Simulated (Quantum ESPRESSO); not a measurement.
## Band energies of PtS2

```
PtS2
1.0
    3.54874     0.00000     0.00000
   -1.77437     3.07330     0.00000
    0.00000     0.00000     5.59707
S Pt
2 1
Direct
  0.66667   0.33333   0.77966
  0.33333   0.66667   0.22034
  0.00000   0.00000   0.00000
```

norm-conserving PBEsol (Quantum ESPRESSO, 84 Ry, scalar-relativistic); path ΓMKΓALHA,LM,KH; energies in eV from the valence-band maximum.

```
k (1/Å)  point  band 11  band 12  band 13  band 14  band 15  band 16  band 17  band 18
-------  -----  -------  -------  -------  -------  -------  -------  -------  -------
0.00         Γ    -3.33    -1.53    -0.65    -0.65    -0.16     2.69     2.69     5.32
0.23              -3.45    -1.92    -0.70    -0.61    -0.06     2.08     2.54     5.97
0.57              -3.61    -2.59    -1.17    -1.00    -0.68     1.74     2.46     5.72
0.91              -2.95    -2.63    -2.31    -2.15    -1.79     2.08     2.73     5.40
1.02         M    -2.60    -2.54    -2.53    -2.39    -2.04     2.11     2.76     5.42
1.26              -3.68    -2.71    -2.62    -1.93    -1.17     1.93     2.07     5.63
1.61         K    -3.97    -2.94    -2.54    -1.02    -1.02     1.33     1.33     5.70
1.93              -4.18    -2.49    -2.29    -1.77    -0.37     1.21     2.08     5.91
2.26              -4.09    -2.53    -1.19    -1.03    -0.06     1.67     2.03     6.59
2.58              -3.47    -1.89    -0.70    -0.62    -0.06     2.16     2.51     5.92
2.79         Γ    -3.33    -1.53    -0.65    -0.65    -0.16     2.69     2.69     5.32
3.13              -3.34    -1.73    -0.71    -0.71    -0.69     2.83     2.83     5.45
3.35         A    -3.34    -1.95    -0.88    -0.74    -0.74     2.91     2.91     5.61
3.46              -3.37    -1.88    -1.25    -0.72    -0.43     2.72     2.85     5.78
3.76              -3.60    -2.31    -1.15    -0.66    -0.15     1.38     2.36     6.17
4.07              -3.42    -2.52    -1.85    -1.34    -0.78     1.78     2.28     5.22
4.38         L    -2.64    -2.61    -2.38    -2.22    -1.37     2.38     2.55     5.05
4.67              -3.74    -2.71    -2.70    -1.38    -1.38     1.96     2.51     5.85
4.97         H    -3.88    -2.99    -2.90    -1.31    -1.31     2.13     2.13     7.03
5.15              -3.93    -2.74    -2.69    -1.56    -1.08     1.90     2.32     6.78
5.42              -4.10    -2.46    -1.68    -1.28    -0.79     1.77     1.83     6.51
5.69              -3.98    -2.38    -1.06    -0.69    -0.20     1.36     2.05     6.67
5.97              -3.44    -1.74    -1.60    -0.68    -0.21     2.40     2.73     6.07
6.15         A    -3.34    -1.95    -0.88    -0.74    -0.74     2.91     2.91     5.61
6.15         L    -2.64    -2.61    -2.38    -2.22    -1.37     2.38     2.55     5.05
6.48              -2.61    -2.61    -2.48    -2.27    -1.83     2.31     2.62     5.05
6.71         M    -2.60    -2.54    -2.53    -2.39    -2.04     2.11     2.76     5.42
6.71         K    -3.97    -2.94    -2.54    -1.02    -1.02     1.33     1.33     5.70
6.99              -3.92    -2.94    -2.74    -1.17    -1.17     1.73     1.73     6.26
7.27         H    -3.88    -2.99    -2.90    -1.31    -1.31     2.13     2.13     7.03
```

The PBEsol gap is 1.15 eV; at least one edge lies off the plotted path, at a point of the SCF mesh. The smallest direct gap is 1.20 eV.

Without spin-orbit coupling, band edges of such heavy elements can be off by tenths of an eV.

Geometry of the Materials Project entry, not relaxed at this level.

The distance between layers or molecules is the database entry's, not relaxed here. Functionals without dispersion can leave it too large, which widens gaps and weakens the response across layers: the numbers belong to this cell.
